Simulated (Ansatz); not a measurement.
Consider the following.

C:
```cif
data_C8
_chemical_formula_sum 'C8'
_space_group_name_H-M_alt 'I4/mmm'
_space_group_IT_number 139
_space_group_name_Hall '-I 4 2'
_cell_length_a 4.36476
_cell_length_b 4.36476
_cell_length_c 2.50167
_cell_angle_alpha 90.000
_cell_angle_beta 90.000
_cell_angle_gamma 90.000
loop_
_atom_site_label
_atom_site_type_symbol
_atom_site_symmetry_multiplicity
_atom_site_Wyckoff_symbol
_atom_site_fract_x
_atom_site_fract_y
_atom_site_fract_z
_atom_site_occupancy
C1 C 8 h 0.18030 0.18030 0.00000 1
```
(The calculation used a cell of 4 atoms; values per cell refer to that cell.)

This is the r²SCAN-relaxed structure.

Task: All from plane-wave PAW r²SCAN (Ansatz code), unless another level is named. Estimate the band gap.

Result: 2.66 eV (indirect).

Task: Predict the smallest direct gap on the standard path.

Result: 4.96 eV.

Task: Predict the valence-band maximum.

Result: at M.

Task: Next, the conduction-band minimum?

Result: on the Γ–Z line, 42 % of the way from Γ (2 equivalent valleys).

The start of the workflow was typed in or built on a structure type; the Crystallography Open Database copy checked does not list it. It is not the phase usual at ambient conditions (space group No. 194, 227). The cell was relaxed with r²SCAN under the symmetry of its start; its stability against distortions is not shown here.

Potentials: the later of the program's two PAW sets.
